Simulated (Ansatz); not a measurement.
## ⁷⁵As NMR of the central transition in ZnHgAsHO5

Cell: a measured structure from the Crystallography Open Database (COD) whose atoms were relaxed with PBE, the cell held.

Space group Pnma (No. 62); a = 7.6826, b = 6.2459, c = 8.6691 Å.

| site | Wyckoff | site symmetry | x | y | z |
| --- | --- | --- | --- | --- | --- |
| Zn | 4a | -1 | 0.0000 | 0.0000 | 0.0000 |
| Hg | 4c | .m. | 0.3872 | 0.2500 | 0.8274 |
| H | 4c | .m. | 0.2354 | 0.2500 | 0.5437 |
| As | 4c | .m. | 0.3573 | 0.2500 | 0.1820 |
| O17 | 8d | 1 | 0.3690 | 0.0202 | 0.2878 |
| O25 | 4c | .m. | 0.0208 | 0.2500 | 0.4565 |
| O29 | 4c | .m. | 0.1700 | 0.2500 | 0.0735 |
| O33 | 4c | .m. | 0.3564 | 0.2500 | 0.5821 |

One atom of each set is listed.

Computed with Ansatz: DFT, PBE, plane waves and PAW, scalar-relativistic, 420 eV cutoff, Γ-centred 3×4×3 k-points, Fermi–Dirac smearing 0.02 eV.

⁷⁵As has I = 3/2 and Q = 311.0 mb (Pyykkö 2018); at 35.2 T its Larmor frequency is ν₀ = 257.5 MHz. Only the quadrupole interaction is simulated: positions count from each site's isotropic chemical shift, and shift anisotropy, dipolar and J coupling are left out.

Problem. Give C_Q, η, the quadrupolar product P_Q = |C_Q|(1 + η²/3)^½, the second-order isotropic shift and the breadth of the pattern (static powder) for each As site.

Solution. 

```json
{"site": "As", "first shell": "4 O at 1.71–1.74 Å", "C_Q (MHz)": "27.5", "η": "0.55", "P_Q (MHz)": "28.8", "δ_QIS (ppm)": "-313", "breadth (kHz)": "569"}
```

δ_QIS = −(ν_Q²/30ν₀²)[I(I+1) − 3/4](1 + η²/3) × 10⁶ ppm with ν_Q = 3|C_Q|/[2I(2I−1)]; it falls as 1/B₀² in ppm, and the breadth as 1/B₀ in kHz.

At this cell the principal stresses reach 5 GPa in size with PBE, which can matter for small gradients. The entry's hydrogen positions were far off; the other atoms hardly move on relaxation.
